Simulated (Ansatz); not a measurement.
AlTi3S6 in space group P-31m (No. 162; S on 6k, Ti on 1a, Ti on 2c, Al on 1b) under volume change, PBE+D3(BJ) (plane waves, PAW; program Ansatz), shape and atoms relaxed at each volume.

```tsv
V (Å³/atom)	E − E(relaxed) (meV/atom)	P (GPa)
15.126	42.8	9.98
15.624	18.0	6.11
16.123	4.2	2.81
16.622	0.0	0.00
17.120	3.8	-2.37
17.619	?	?
18.118	?	?
```

Problem. Fill in the missing entries.

Solution. 
- 18.118, E − E(relaxed) (meV/atom): 30.5
- 18.118, P (GPa): -5.99
- 17.619, E − E(relaxed) (meV/atom): 14.3
- 17.619, P (GPa): -4.34

Problem. What does a third-order Birch–Murnaghan fit give for V₀, B₀ and B′?

Solution. V₀ = 16.62 Å³/atom, B₀ = 85.1 GPa, B′ = 4.6.

The cell is a constructed one: a structure type filled with these elements; neither database checked (COD, Materials Project) lists it. Whether it is the stable phase at ambient conditions was not checked. The PBE+D3(BJ) relaxation kept the symmetry of its start; its stability against distortions is not shown here. The run is not spin-polarised.

Potentials: the later of the program's two PAW sets.
